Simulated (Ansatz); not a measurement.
Here is the system:

Relaxed SrO (rock salt):

```
SrO
1.0
    0.00000     2.59750     2.59750
    2.59750     0.00000     2.59750
    2.59750     2.59750     0.00000
O Sr
1 1
Cartesian
  0.00000   0.00000   0.00000
  2.59750   2.59750   2.59750
```

In each cell atom 2 (Sr, nearest neighbour O at 2.598 Å; its periodic images, 3.7 Å or more away, move with it) moves by s·(0.000, 1.000, 0.000) (towards the nearest neighbour), the rest being held.

The numbers are results of PBE (plane waves to 420 eV, PAW, scalar-relativistic; Ansatz, a quantum-chemistry and plane-wave program), not measurements. k mesh 9×9×9 (Γ-centred), Fermi-Dirac smearing 0.05 eV. E stands for the smeared free energy. SrO was relaxed with its symmetry unable to fall. ΔE is measured from the undisplaced structure.

The scan covers s from -0.520 to 0.520 Å in 11 points.

Task: Is this a single well or a double well?

Result: A single well with its minimum at or next to zero displacement.

Task: Is the energy the same for equal positive and negative displacements?

Result: Even: the same for both signs. With its periodic images moving along, the atom's site symmetry in this cell is m-3m.

Task: What is the energy change at s = 0.520 Å?

Result: 520 meV/cell.

Task: What force acts on the atom along the line at s = -0.520 Å?

Result: 3.09 eV/Å.

Task: What is the force constant k = d²E/ds² of this move at s = 0?

Result: 1.79 eV/Å².

(A displaced cell: forces are minus the slopes of the energy, force constants its curvatures, and phonons follow from these.)
